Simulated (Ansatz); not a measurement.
Tl$_{3}$VSe$_{4}$ in space group I-43m (No. 217; V on 2a, Tl on 6b, Se on 8c) under volume change, r²SCAN in the plane-wave PAW code Ansatz, shape and atoms relaxed at each volume.

| V (Å³/atom) | E − E(relaxed) (meV/atom) | P (GPa) |
|---|---|---|
| 27.254 | 22.1 | 2.89 |
| 28.153 | 9.2 | 1.75 |
| 29.051 | 2.1 | 0.79 |
| 29.950 | 0.0 | -0.01 |
| 30.848 | 2.0 | -0.67 |
| 31.747 | 7.3 | -1.23 |
| 32.645 | 15.5 | -1.69 |

Problem. What does a third-order Birch–Murnaghan fit give for V₀, B₀ and B′?

Solution. V₀ = 29.94 Å³/atom, B₀ = 24.3 GPa, B′ = 5.0.

The workflow started from a Materials Project entry (that database holds measured and hypothetical structures alike); the Crystallography Open Database copy checked does not list it. Whether it is the stable phase at ambient conditions was not checked. The r²SCAN relaxation kept the symmetry of its start; its stability against distortions is not shown here. The run is not spin-polarised. Spin–orbit coupling is left out wherever it is not named.

Potentials: the later of the program's two PAW sets.
